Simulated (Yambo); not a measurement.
G0W0@PBE for GaP (zinc blende, space group F-43m, No. 216) in Yambo. Reference settings: 4×4×4 Γ-centred k mesh, bands 5 to 180 and a 15 Ry block in the screening, 180 bands in G with the Bruneval-Gonze terminator, plasmon pole fitted at 27.2 eV. The PBE gap Γ → X on this mesh is 1.64 eV; G0W0 gaps are taken between the same points.

With and without the terminator, as bands are cut:

```json
[
 {"bands in G (in W)": "63 (180)", "gap, terminator (eV)": "2.324", "gap, none (eV)": "2.213", "valence shift, terminator (eV)": "-0.814", "valence shift, none (eV)": "-0.543"},
 {"bands in G (in W)": "113 (180)", "gap, terminator (eV)": "2.319", "gap, none (eV)": "2.277", "valence shift, terminator (eV)": "-0.805", "valence shift, none (eV)": "-0.702"},
 {"bands in G (in W)": "180 (180)", "gap, terminator (eV)": "2.317", "gap, none (eV)": "2.303", "valence shift, terminator (eV)": "-0.801", "valence shift, none (eV)": "-0.761"}
]
```

Over this range the gap spans 0.007 eV with the terminator and 0.090 eV without, the valence shift 0.013 eV and 0.218 eV. Neither column has reached its limit for certain.

Spin-orbit coupling is not included.

Geometry relaxed with PBEsol; primitive cell a = b = c = 3.847 Å, α = β = γ = 60.00°.

A shift is the quasiparticle energy of the state minus its PBE energy.

The potentials are those of PseudoDojo's stringent table.
